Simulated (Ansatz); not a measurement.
Rb (hcp type), DFT, PBEsol, all-electron PAW with datasets made for the crystal, scalar-relativistic (Ansatz 0.2.0), on 1 thread of Arm Neoverse V1 (shared host).

Command: `ansatz run input.yaml --threads 1 --pin off --max-ram 2048MiB --backend cpu --events-out ev --progress --plain --runs-dir out`

```yaml
crystal:
  lattice:
    - [4.9889308329, 0.0, 0.0]
    - [-2.4944654164, 4.320540839, 0.0]
    - [0.0, 0.0, 8.0820679492]
  atoms:
    - { symbol: Rb, position: [0.3333333333, 0.6666666667, 0.25] }
    - { symbol: Rb, position: [0.6666666667, 0.3333333333, 0.75] }
kpoints:
  mp_grid: { grid: [10, 10, 6] }
scf:
  occupations: { method: fermi_dirac, width: 0.05 }
hamiltonian:
  xc: pbesol
  pseudopotentials: { kind: all_electron, datasets: crystal }
output:
  forces: true
  stress: true
  eigenvalues: true
```

Question: How large is the problem that the program sets up?

Answer: 56 irreducible k-points, 989 plane waves at Γ, 15 bands.

Question: About how long does it take?

Answer: 9.1 s of wall time for 8 SCF iterations. Times on shared machines scatter by tens of per cent.
